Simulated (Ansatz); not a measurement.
BaTe:
```
BaTe
1.0
    0.00000     3.47075     3.47075
    3.47075     0.00000     3.47075
    3.47075     3.47075     0.00000
Ba Te
1 1
Direct
  0.00000   0.00000   0.00000
  0.50000   0.50000   0.50000
```

Tensor components refer to the Cartesian frame of this cell.

Task: Give the high-frequency dielectric tensor and the Born effective charge tensors of the independent atoms from DFPT, the program Ansatz at the PBEsol level (PAW).

Result: 
ε∞:
```
6.25  0.00  0.00
0.00  6.25  0.00
0.00  0.00  6.25
```
Z* of atom 1 (Ba), rows: field, columns: displacement, in e:
```
2.58  0.00  0.00
0.00  2.58  0.00
0.00  0.00  2.58
```
Z* of atom 2 (Te), rows: field, columns: displacement, in e:
```
-2.58   0.00   0.00
 0.00  -2.58   0.00
 0.00   0.00  -2.58
```

Space group Fm-3m (rock salt). The PBEsol relaxation kept the symmetry of its start. Spin–orbit coupling is left out wherever it is not named.

Potentials: the later of the program's two PAW sets.
